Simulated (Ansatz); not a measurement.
Values for one crystal, relaxed and computed with r²SCAN+D4 in the plane-wave PAW code Ansatz; other levels are named.

- Volume per atom = 22.35 Å³
- Band gap = 1.24 eV (smallest direct gap 1.26 eV)
- Hole effective mass = 0.51, 2.6, 8.3 mₑ (principal values)
- Electron effective mass = 0.17, 0.17, 0.83 mₑ (principal values)
- Formation energy from the elements (no fitted shifts) = -0.36 eV/atom
- Valence-band maximum = on the Γ–S0 line, 33 % of the way from Γ (k = -0.120, -0.005, 0.115 in fractions of the reciprocal vectors)
- Conduction-band minimum = at Γ

### Question
Which of these materials gives this?
A. AlCuP2Se6, R3 (Pearson symbol hR10)
B. Bi2Te2Se, R-3m (Bi on 6c, Te on 6c, Se on 3a)
C. CuI, P4/nmm (Cu on 2a, I on 2c)
D. In2Se3, La2O3 or Ni2Al3 type

### Answer
A, AlCuP2Se6, R3 (Pearson symbol hR10)

The workflow started from a Materials Project entry (that database holds measured and hypothetical structures alike); the Crystallography Open Database copy checked does not list it. With Al and Cu taken as one species the cell has the higher symmetry R-3, so it may be an ordered model of a mixed-site phase. Its standing as an ambient phase is unchecked. The cell was relaxed with r²SCAN+D4 under the symmetry of its start; whether a distortion lowers the energy is not shown. No spin polarisation was allowed. The references are the lowest solids computed at this level, not always the standard phases. Spin–orbit coupling is left out wherever it is not named.

Potentials: the later of the program's two PAW sets.
